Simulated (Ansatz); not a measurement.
Mg:
```
Mg
1.0
    3.07232     0.00000     0.00000
   -1.53616     2.66071     0.00000
    0.00000     0.00000     3.05664
Mg
1
Direct
  0.00000   0.00000   0.00000
```

Relaxed with PBEsol. Special points in fractions of this cell's reciprocal vectors: Γ (0.000, 0.000, 0.000); M (0.500, 0.000, 0.000); K (0.333, 0.333, 0.000); A (0.000, 0.000, 0.500); L (0.500, 0.000, 0.500); H (0.333, 0.333, 0.500).

### Question
List the band energies nearest the Fermi level at these points for PBEsol (plane waves, PAW; program Ansatz).

### Answer
In eV from the Fermi level; about four levels below and three above (degenerate sets whole), none deeper than 8.9 eV; … stands for higher levels left out; points with the same levels are listed once.

```csv
k,below,above
Γ,-6.58,7.96 8.67 …
M,-1.56 -1.19,8.14 8.44 …
K,–,0.06 0.06 0.83
A,-2.93 -2.30,14.54 14.54 …
L,–,1.47 2.35 2.99
H,–,3.02 3.02 3.62
```

Space group P6/mmm (simple hexagonal). The workflow started from a Materials Project entry (that database holds measured and hypothetical structures alike); the Crystallography Open Database copy checked does not list it. It is not the phase usual at ambient conditions (space group No. 194). Symmetry was held in the PBEsol relaxation. At this level the phase is dynamically unstable (imaginary phonons).

Potentials: the earlier of the program's two PAW sets.
